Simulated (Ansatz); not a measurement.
Structure types of Ga were relaxed at one common pressure (all-electron LAPW in Ansatz 0.2.0 under PBEsol, scalar-relativistic, no spin polarisation, zero temperature). They take these volumes:

| type | space group | V (Å³/atom) |
| --- | --- | --- |
| bcc | Im-3m | 16.22 |
| hcp | P6_3/mmc | 16.05 |
| sc | Pm-3m | 16.90 |
| diamond | Fd-3m | 20.91 |
| simple hexagonal | P6/mmm | 16.39 |

At about which pressure, and is the densest type also the lowest in enthalpy?

8 GPa. The densest is hcp, and it is also the lowest in enthalpy among these.
